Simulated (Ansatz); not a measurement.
Cs2NaScF6 in space group Fm-3m (No. 225; Cs on 8c, Na on 4b, Sc on 4a, F on 24e), DFT-LDA in the program Ansatz with PAW potentials: ε∞ = 2.51, cell volume 158.27 Å³. Infrared-active transverse modes:

| ω_TO (cm⁻¹) | oscillator strength S_xx (e²/amu) |
|---|---|
| 115.6 | 0.07859 |
| 194.5 | 0.2500 |
| 246.3 | 0.03789 |
| 459.9 | 0.4825 |

Task: Compute the static dielectric constant.

Result: Each mode adds (4.921e7/V) S/ω²: 1.83, 2.06, 0.19, 0.71. So ε0 = 7.30.

The first step of the workflow began from a Materials Project structure, measured or hypothetical; the Crystallography Open Database copy checked does not list it. Whether it is the stable phase at ambient conditions was not checked. The cell was relaxed with LDA under the symmetry of its start; phonons on a q-mesh show no instability. The run is not spin-polarised. Scalar-relativistic: spin–orbit coupling is off unless named, which matters more the heavier the elements.

Potentials: the later of the program's two PAW sets.
